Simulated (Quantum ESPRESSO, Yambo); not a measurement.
Ba₂CaMoO₆ (space group Fm-3m, No. 225): one geometry, one set of norm-conserving PBEsol (Quantum ESPRESSO, 84 Ry, scalar-relativistic) orbitals, self-energies from Yambo (2×2×2 Γ-centred k mesh, bands 2 to 296 and a 8 Ry block in the screening, 296 bands in G with the Bruneval-Gonze terminator, plasmon pole fitted at 27.2 eV).

```tsv
level	gap Γ → X (eV)	direct gap at X (eV)
PBEsol (Quantum ESPRESSO)	1.98	2.03
exchange only (Hartree-Fock self-energy on PBEsol orbitals)	12.35	12.37
static COHSEX@PBEsol	…	…
G0W0@PBEsol, plasmon pole	3.44	3.49
G0W0@PBEsol, multipole fit to 8 frequencies, no terminator	…	…
```

**Question.** What belongs in the gaps?

**Answer.** 
- static COHSEX@PBEsol, gap Γ → X (eV): 4.15
- static COHSEX@PBEsol, direct gap at X (eV): 4.18
- G0W0@PBEsol, multipole fit to 8 frequencies, no terminator, gap Γ → X (eV): 3.40
- G0W0@PBEsol, multipole fit to 8 frequencies, no terminator, direct gap at X (eV): 3.46

Bare exchange has no screening and gives the widest gap; static COHSEX screens it but leaves out the frequency dependence, which G0W0 restores.

Nearest settings tried, and what they do to the gap: 116 bands in G: +34 meV; 142 bands in W: +67 meV; 3 Ry block (113 vectors against 459): +88 meV. Not varied: mesh. So the settings aren't converged at that level. The k mesh is coarse.

Spin-orbit coupling is not included.

Geometry of the Materials Project entry, not relaxed at this level; primitive cell a = b = c = 6.011 Å, α = β = γ = 60.00°.
